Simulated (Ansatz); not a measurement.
**SrAg₅: how the axes shrink under pressure**

SrAg₅, P6/mmm, a = 5.678 Å, c = 4.641 Å. The structure is a COD entry; whether it is the stable form wasn't checked. Ansatz: r2SCAN, PAW, 500 eV, Γ-centred 6×6×8 mesh on 6 atoms, Gaussian smearing 0.10 eV; no spin polarisation. Cell and atoms are relaxed at each pressure, and no other structure is tried, so the rows at high pressure may lie past a change of phase. y = 100 ln(c/c0) with c0 = 4.6413 Å, so nearly a change in per cent. The pressures are the targets, met within 0.05 GPa.

| P (GPa) | y | 100 ln(a/a0) |
| --- | --- | --- |
| -1.0 | ? | ? |
| 0.0 | 0.00 | 0.00 |
| 1.0 | -0.31 | -0.56 |
| 4.0 | -1.16 | -1.96 |
| 12.0 | -2.97 | -4.74 |
| 25.0 | -5.34 | -7.70 |
| 50.0 | -8.29 | -11.53 |
| 90.0 | -11.39 | -15.47 |

Task: Fit y = c1 P + c2 P² to the other rows, give the linear compressibility along c, and predict the missing y.

Result: Least squares on the rows shown. y = −0.2341 P + 0.001207 P². The linear compressibility along c is −c1/100 = 2.34 per TPa, against 3.43 along a from the same fit to the last column (its missing entry is 0.55): the crystal is softer along a at low pressure. The runs next to zero pressure give 3.41 and 5.52, so a parabola over the whole range misstates the start. With a term in P³ added, the coefficient of P becomes -0.2830, 21 % more, which shows how far this figure hangs on the form. At P = -1.0 the fit asked for gives 0.24. The run gave 0.38, so the fit is 0.14 too low, within the rms miss on the fitted rows (0.26): the form describes this series only roughly.

The mesh isn't the same in all rows (6×6×8, 12×12×8).